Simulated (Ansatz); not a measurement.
CdTe:
```
CELL_PARAMETERS angstrom
      0.00000     3.30950     3.30950
      3.30950     0.00000     3.30950
      3.30950     3.30950     0.00000
ATOMIC_POSITIONS crystal
  Cd 0.00000 0.00000 0.00000
  Te 0.75000 0.75000 0.75000
```

This is the PBE-relaxed structure.

Problem. All from plane-wave PAW PBE (Ansatz code), unless another level is named. Predict the hole effective mass, band 3 of 3 at the edge.

Solution. 0.053 along [100], 0.049 along [110], 0.048 along [111] (mₑ).

Problem. And the electron effective mass?

Solution. 0.052 mₑ (isotropic).

Problem. And the hole effective mass, band 1 of 3 at the edge?

Solution. 0.57 along [100], 2.8 along [110], 1.2 along [111] (mₑ).

Space group F-43m (zinc blende). Symmetry was held in the PBE relaxation. Spin–orbit coupling is left out wherever it is not named.

Potentials: the earlier of the program's two PAW sets.

Edges and masses are those of Kohn–Sham bands, whose gap is no quasiparticle gap.
